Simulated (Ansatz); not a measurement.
Suppose HoNbSe3 takes space group P6mm (No. 183), with Ho on 1a; Nb on 1a; Se on 2b and 1a.

Theory: Ansatz 0.2.0, DFT PBE, scalar-relativistic, plane waves, PAW, and for the lanthanide a 4f-in-core norm-conserving potential. Cutoff 690 eV, Γ-centred mesh, Gaussian smearing, no spin polarisation.

Formation energies are uncorrected and refer to the elements' standard structures at the same level.

Problem. Give the relaxed lattice parameters and positions.

Solution.

Space group P6mm (No. 183). a = 4.696 Å, b = 4.696 Å, c = 7.805 Å, α = 90.00°, β = 90.00°, γ = 120.00°
```tsv
atom	site	symmetry	x	y	z
Ho	1a	6mm	0.0000	0.0000	0.9302
Nb	1a	6mm	0.0000	0.0000	0.2828
Se	2b	3m.	0.3333	0.6667	0.1697
Se	1a	6mm	0.0000	0.0000	0.5934
```

Ho has 1 Se at 2.63 Å, 1 Nb at 2.75 Å and 6 Se at 3.29 Å; around Nb lie 1 Se at 2.42 Å, 1 Ho at 2.75 Å and 6 Se at 2.85 Å; Se on a site of symmetry 3m is surrounded by 3 Se at 2.71 Å, 3 Nb at 2.85 Å and 3 Ho at 3.29 Å; around Se on a site of symmetry 6mm lie 1 Nb at 2.42 Å and 1 Ho at 2.63 Å. Another local minimum with the same sites may exist.

Problem. And its energy and gap?

Solution. The formation energy is −0.24 eV/atom. The gap on the 12×12×6 mesh of the 5-atom cell is 0 eV (a metal).

The last run used Gaussian smearing of 0.10 eV. The cell is a metal run without spin; a magnetic state may lie lower. The reference form of Se is held partly by dispersion forces, which this level lacks. A structure relaxed within its symmetry needn't be a true minimum. Another cell of HoNbSe3 relaxed alike, in P4mm, lies 0.63 eV/atom lower, so this cell isn't the stable form at this level.

The lanthanide is trivalent by construction, without f bands, f moments or other valences. The reference runs of the other elements, and any phases without the lanthanide, used 420 eV, which shifts energies against them by under 10 meV/atom. The lanthanide's reference is the lowest of its hcp, dhcp and fcc cells.
